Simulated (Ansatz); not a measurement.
# Phonons of RbGdSe2 (NaFeO2-type structure)

The computed numbers are results of PBEsol, scalar-relativistic (collinear spin) in the plane-wave PAW code Ansatz at 420 eV, Gaussian smearing of 0.05 eV; PAW files: Ansatz's generated set soft_2.

```yaml
crystal:
  lattice:
    - [2.10841, 1.21729, 7.84485]
    - [-2.10841, 1.21729, 7.84485]
    - [0.00000, -2.43459, 7.84485]
  atoms:
    - { symbol: Rb, position: [0.50000, 0.50000, 0.50000] }
    - { symbol: Gd, position: [0.00000, 0.00000, 0.00000] }
    - { symbol: Se, position: [0.26732, 0.26732, 0.26732] }
    - { symbol: Se, position: [0.73268, 0.73268, 0.73268] }
```

The start was a prototype's sites filled with these elements; the Crystallography Open Database holds the compound in this structure.

Moments typed, the run going on from the state of an earlier one (μB, in the order of the atoms): 0.0, 7.6, 0.0, 0.0.

The spin moment ends at 7.00 μB for each cell as shown.

Force constants come from finite displacements in a 2×2×2 supercell (the unit cell's 6×6×6 k-mesh, folded to it); the long-range dipole term is included. Points in reciprocal vectors of this cell: Γ = (0.000, 0.000, 0.000), T = (0.500, 0.500, 0.500), H2 = (0.817, 0.183, 0.500), H0 = (0.500, -0.183, 0.183), L = (0.500, 0.000, 0.000), S0 = (0.341, -0.341, 0.000), S2 = (0.659, 0.000, 0.341), F = (0.500, 0.000, 0.500).

Task: Is the structure dynamically stable along this path, and where does the spectrum end?

Result: Yes: no branch is imaginary beyond numerical noise. The highest frequency is 191 cm⁻¹, at Γ. Points that don't fit the supercell are interpolated. At Γ the polar modes depend on the direction of approach; the table gives the limit along the path's first leg.

Frequencies at the named points (cm⁻¹, imaginary ones negative):
```tsv
point	ω (cm⁻¹)
Γ	0 0 0 68 68 123 123 124 124 124 156 191
T	33 33 57 58 58 95 122 122 125 125 167 189
H2	64 72 74 78 100 102 123 127 136 138 148 151
H0	64 72 74 78 100 102 123 127 136 138 148 151
L	63 68 69 82 86 104 123 125 130 138 156 161
S0	64 73 73 78 100 102 124 127 136 137 149 151
S2	64 73 73 78 100 102 124 127 136 137 149 151
F	56 57 75 82 83 115 121 127 127 138 156 160
```

Task: What does the harmonic approximation give for the vibrational free energy, entropy and heat capacity?

Result: Zero-point energy 19.9 meV/atom.
```json
{"T (K)": "100", "F_vib (meV/atom)": "12.1", "S (J/K per mole of atoms)": "18.5", "C_V (J/K per mole of atoms)": "20.3"}
{"T (K)": "200", "F_vib (meV/atom)": "-15.9", "S (J/K per mole of atoms)": "34.0", "C_V (J/K per mole of atoms)": "23.6"}
{"T (K)": "300", "F_vib (meV/atom)": "-56.4", "S (J/K per mole of atoms)": "43.7", "C_V (J/K per mole of atoms)": "24.3"}
{"T (K)": "400", "F_vib (meV/atom)": "-105.5", "S (J/K per mole of atoms)": "50.7", "C_V (J/K per mole of atoms)": "24.6"}
{"T (K)": "500", "F_vib (meV/atom)": "-161.1", "S (J/K per mole of atoms)": "56.2", "C_V (J/K per mole of atoms)": "24.7"}
{"T (K)": "600", "F_vib (meV/atom)": "-221.8", "S (J/K per mole of atoms)": "60.8", "C_V (J/K per mole of atoms)": "24.8"}
{"T (K)": "700", "F_vib (meV/atom)": "-286.8", "S (J/K per mole of atoms)": "64.6", "C_V (J/K per mole of atoms)": "24.8"}
{"T (K)": "800", "F_vib (meV/atom)": "-355.5", "S (J/K per mole of atoms)": "67.9", "C_V (J/K per mole of atoms)": "24.9"}
{"T (K)": "900", "F_vib (meV/atom)": "-427.4", "S (J/K per mole of atoms)": "70.8", "C_V (J/K per mole of atoms)": "24.9"}
{"T (K)": "1000", "F_vib (meV/atom)": "-502.2", "S (J/K per mole of atoms)": "73.5", "C_V (J/K per mole of atoms)": "24.9"}
```

The highest mode, 191 cm⁻¹, is worth 270 K. At 300 K the heat capacity has reached 98 % of the classical limit 3R = 24.9 J/K per mole of atoms, since all modes lie under k_BT.

It ran for 32 min on 4 threads of Arm Neoverse V1, with other jobs on the host, peak memory 6.7 GiB.

For elements this heavy, spin–orbit coupling would shift levels and gaps; it isn't included here. Site moments are of spin, integrated over atomic spheres. Only parallel moments were tried, so the real magnetic order may be another.
